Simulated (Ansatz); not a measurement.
Input:

LaOF:
```xyz
6
Lattice="4.0710 0.0000 0.0000 0.0000 4.0710 0.0000 0.0000 0.0000 5.8270" Properties=species:S:1:pos:R:3 pbc="T T T"
La     2.0355     0.0000     4.1600
La     0.0000     2.0355     1.6671
O      0.0000     0.0000     2.9135
O      2.0355     2.0355     2.9135
F      2.0355     2.0355     0.0000
F      0.0000     0.0000     0.0000
```

This is the HSE06-relaxed structure.

**Question.** All from DFT-HSE06 in the program Ansatz with PAW potentials, unless another level is named. Predict the gap with spin–orbit coupling.

**Answer.** 6.41 eV (at the special points and the edges found without it).

**Question.** What about the smallest direct gap on the standard path?

**Answer.** 6.50 eV.

**Question.** Predict the valence-band maximum.

**Answer.** on the A–Z line, 45 % of the way from A.

**Question.** Next, the conduction-band minimum?

**Answer.** at M.

Space group P4/nmm. The workflow started from a Materials Project entry (that database holds measured and hypothetical structures alike); the Crystallography Open Database copy checked does not list it. COD files the formula under space group No. 166, so this cell is another polymorph or a model. Whether it is the stable phase at ambient conditions was not checked. The cell was relaxed with HSE06 under the symmetry of its start; whether a distortion lowers the energy is not shown. The hybrid was solved on a coarse mesh, the path and, where they were found, the r²SCAN edge points; its band edges are the extreme levels among these. Scalar-relativistic: spin–orbit coupling is off unless named, which matters more the heavier the elements.

Potentials: the later of the program's two PAW sets.
